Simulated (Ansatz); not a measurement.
Ga2O3:
```
Ga2O3
1.0
    2.49229     1.43893     4.48012
   -2.49229     1.43893     4.48012
    0.00000    -2.87785     4.48012
Ga O
4 6
Direct
  0.85541   0.85541   0.85541
  0.14459   0.14459   0.14459
  0.64459   0.64459   0.64459
  0.35541   0.35541   0.35541
  0.75000   0.44639   0.05361
  0.25000   0.55361   0.94639
  0.05361   0.75000   0.44639
  0.94639   0.25000   0.55361
  0.44639   0.05361   0.75000
  0.55361   0.94639   0.25000
```

Relaxed with r²SCAN. Independent-particle spectrum: no excitons, no local fields, no scissors shift; 0.1 eV broadening; ε₁ of the summed bands alone.

Problem. Tabulate the dielectric function from the program Ansatz at the r²SCAN level (PAW).

Solution. 

```tsv
E (eV)	ε₁ xx	ε₂ xx	ε₁ zz	ε₂ zz
0.0	3.75	0.00	3.64	0.00
0.3	3.76	0.00	3.64	0.00
0.6	3.77	0.00	3.65	0.00
0.9	3.78	0.00	3.66	0.00
1.2	3.80	0.00	3.68	0.00
1.5	3.83	0.00	3.71	0.00
1.8	3.87	0.00	3.75	0.00
2.1	3.91	0.00	3.79	0.00
2.4	3.97	0.00	3.85	0.00
2.7	4.04	0.00	3.92	0.00
3.0	4.13	0.00	4.01	0.00
3.3	4.25	0.00	4.14	0.00
3.6	4.43	0.00	4.33	0.00
3.9	4.71	0.23	4.77	0.22
4.2	4.76	0.40	4.66	0.65
4.5	4.86	0.58	4.57	0.82
4.8	4.87	0.84	4.51	0.94
5.1	4.83	1.00	4.48	1.02
5.4	4.80	1.11	4.46	1.09
5.7	4.81	1.21	4.48	1.15
6.0	4.84	1.30	4.53	1.22
6.3	4.91	1.39	4.61	1.27
6.6	5.02	1.50	4.75	1.33
6.9	5.19	1.62	5.00	1.40
7.2	5.50	1.78	5.65	1.59
7.5	6.12	2.23	6.15	3.08
7.8	6.22	3.67	5.97	4.27
8.1	4.79	4.65	3.17	5.53
8.4	4.11	4.30	2.59	3.90
8.7	3.88	4.16	2.24	3.14
9.0	3.43	4.11	2.38	2.61
9.3	3.27	3.78	2.77	2.36
9.6	4.31	3.56	3.37	2.09
9.9	4.01	5.65	3.74	3.05
10.2	2.19	5.59	3.38	3.05
10.5	1.37	5.00	3.24	3.88
10.8	1.46	4.56	2.65	3.74
11.1	0.71	4.44	2.65	3.34
11.4	0.65	3.69	2.68	3.79
11.7	0.91	3.20	2.92	3.54
12.0	1.06	3.24	2.25	5.50
```

Problem. From ε at 5.3 eV (xx: 4.80 + 1.08i), find n, k, the normal reflectivity and the absorption coefficient.

Solution. n = 2.20, k = 0.245, R = 15 %, α = 2kE/ħc = 130000 cm⁻¹.

With all bands, ε∞ without local fields is 3.98 (xx = yy), 3.86 (zz). DFPT, with local fields, gives 4.03 (xx = yy), 3.92 (zz).

Space group R-3c (corundum). The r²SCAN relaxation kept the symmetry of its start; of distortions, only those at the zone centre were tested. Spin–orbit coupling is left out wherever it is not named.

Potentials: the earlier of the program's two PAW sets.
